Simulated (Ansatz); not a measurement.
Ca2O in space group R-3m (No. 166; Ca on 6c, O on 3a) at seven volumes, plane-wave PAW LDA (Ansatz code), shape and atoms relaxed at each. One row is withheld.

```
V (Å³/atom)  P (GPa)
-----------  -------
18.122          6.38
18.720          3.91
19.317          1.81
19.915          0.00
20.512         -1.56
21.110         -2.87
21.707             ?
```

Q: Fit the shown pressures and predict the withheld one.

A: Third-order Birch–Murnaghan: P = (3/2)B₀(x^(7/2) − x^(5/2))[1 + (3/4)(B′ − 4)(x − 1)] with x = (V₀/V)^(2/3). Least squares on the six rows gives V₀ = 19.914 Å³/atom, B₀ = 55.64 GPa, B′ = 4.14. At V = 21.707, x = 0.9441 and P = -4.01 GPa. The run itself gave -3.97 GPa.

The start of the workflow was typed in or built on a structure type; neither database checked (COD, Materials Project) lists it. Its standing as an ambient phase is unchecked. Symmetry was held in the LDA relaxation; its stability against distortions is not shown here. The volume moved by -22 % from the start of the relaxation.

Potentials: the earlier of the program's two PAW sets. The files were generated under PBE; for other functionals the program regenerates the frozen cores, and for LDA and PBEsol the local potential too.
